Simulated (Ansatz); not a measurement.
Theory: Ansatz, DFT PBE, scalar-relativistic, plane waves, PAW. All cells share a 420 eV cutoff and Γ-centred k meshes spaced about 0.3 Å⁻¹ or finer (0.25 for metals, 2π included). No spin polarisation in the final relaxations.

All energies are static (0 K, no zero-point motion). All come from trial cells, and lower structures may exist.

Question: These unrelaxed guesses for NaTa₃O₃ are each relaxed within their symmetry. Order them by the energy at which they end, lowest first.
A.

```cif
data_structure
_symmetry_space_group_name_H-M 'I4mm'
_symmetry_Int_Tables_number 107
_cell_length_a 4.5000
_cell_length_b 4.5000
_cell_length_c 9.1000
_cell_angle_alpha 90.000
_cell_angle_beta 90.000
_cell_angle_gamma 90.000
_cell_volume 184.27
loop_
_atom_site_label
_atom_site_type_symbol
_atom_site_symmetry_multiplicity
_atom_site_Wyckoff_symbol
_atom_site_fract_x
_atom_site_fract_y
_atom_site_fract_z
_atom_site_occupancy
Na1 Na 2 a 0.00000 0.00000 0.00000 1
Ta1 Ta 2 a 0.50000 0.50000 0.00000 1
Ta2 Ta 4 b 0.50000 0.00000 0.25000 1
O1 O 4 b 0.50000 0.00000 0.00000 1
O2 O 2 a 0.00000 0.00000 0.25000 1
```

B.

```cif
data_structure
_symmetry_space_group_name_H-M 'P3m1'
_symmetry_Int_Tables_number 156
_cell_length_a 3.1500
_cell_length_b 3.1500
_cell_length_c 10.8000
_cell_angle_alpha 90.000
_cell_angle_beta 90.000
_cell_angle_gamma 120.000
_cell_volume 92.81
loop_
_atom_site_label
_atom_site_type_symbol
_atom_site_symmetry_multiplicity
_atom_site_Wyckoff_symbol
_atom_site_fract_x
_atom_site_fract_y
_atom_site_fract_z
_atom_site_occupancy
Na1 Na 1 a 0.00000 0.00000 0.00000 1
Ta1 Ta 1 c 0.66667 0.33333 0.48300 1
Ta2 Ta 1 a 0.00000 0.00000 0.71400 1
Ta3 Ta 1 a 0.00000 0.00000 0.26000 1
O1 O 1 b 0.33333 0.66667 0.59400 1
O2 O 1 b 0.33333 0.66667 0.83500 1
O3 O 1 c 0.66667 0.33333 0.14800 1
```

C.

```cif
data_structure
_symmetry_space_group_name_H-M 'Pm-3m'
_symmetry_Int_Tables_number 221
_cell_length_a 4.4028
_cell_length_b 4.4028
_cell_length_c 4.4028
_cell_angle_alpha 90.000
_cell_angle_beta 90.000
_cell_angle_gamma 90.000
_cell_volume 85.35
loop_
_atom_site_label
_atom_site_type_symbol
_atom_site_symmetry_multiplicity
_atom_site_Wyckoff_symbol
_atom_site_fract_x
_atom_site_fract_y
_atom_site_fract_z
_atom_site_occupancy
Na1 Na 1 b 0.50000 0.50000 0.50000 1
Ta1 Ta 3 d 0.00000 0.50000 0.00000 1
O1 O 3 c 0.50000 0.00000 0.50000 1
```

Answer: B (ends in P3m1, 0 meV/atom), C (ends in Pm-3m, 138 meV/atom), A (ends in I4mm, 250 meV/atom).

Spin–orbit coupling, which can matter for Ta, is left out. With atoms moved at random, P3m1 (by 113 meV/atom) fell into a lower structure. Without a clear test, and held by symmetry: Pm-3m and I4mm. Some structure types and database cells were kept out of the candidates from the start, so a known form may be missing.
